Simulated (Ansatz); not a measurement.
Here is the system:

SrTiO3:
```
SrTiO3
1.0
    3.85481     0.00000     0.00000
    0.00000     3.85481     0.00000
    0.00000     0.00000     3.85481
Sr Ti O
1 1 3
Cartesian
  0.00000   0.00000   0.00000
  1.92741   1.92741   1.92741
  1.92741   0.00000   1.92741
  0.00000   1.92741   1.92741
  1.92741   1.92741   0.00000
```

This is the LDA-relaxed structure.

Problem. All from LDA in the plane-wave PAW code Ansatz, unless another level is named. Estimate the band gap.

Solution. 1.86 eV (indirect).

Problem. Give the electron effective mass, band 3 of 3 at the edge.

Solution. 0.36 along [100], 0.36 along [110], 0.48 along [111] (mₑ).

Problem. What about the formation energy from the elements (no fitted shifts)?

Solution. -3.37 eV/atom.

Problem. What about the valence-band maximum?

Solution. at R.

Problem. Predict the conduction-band minimum.

Solution. at Γ.

Space group Pm-3m (cubic perovskite). The cell was relaxed with LDA under the symmetry of its start. At this level the phase is dynamically unstable (imaginary phonons). The run is not spin-polarised. The references are the lowest solids computed at this level, not always the standard phases (solids in place of the gases). Scalar-relativistic: spin–orbit coupling is off unless named, which matters more the heavier the elements.

Potentials: the earlier of the program's two PAW sets. The files were generated under PBE; for other functionals the program regenerates the frozen cores, and for LDA and PBEsol the local potential too.
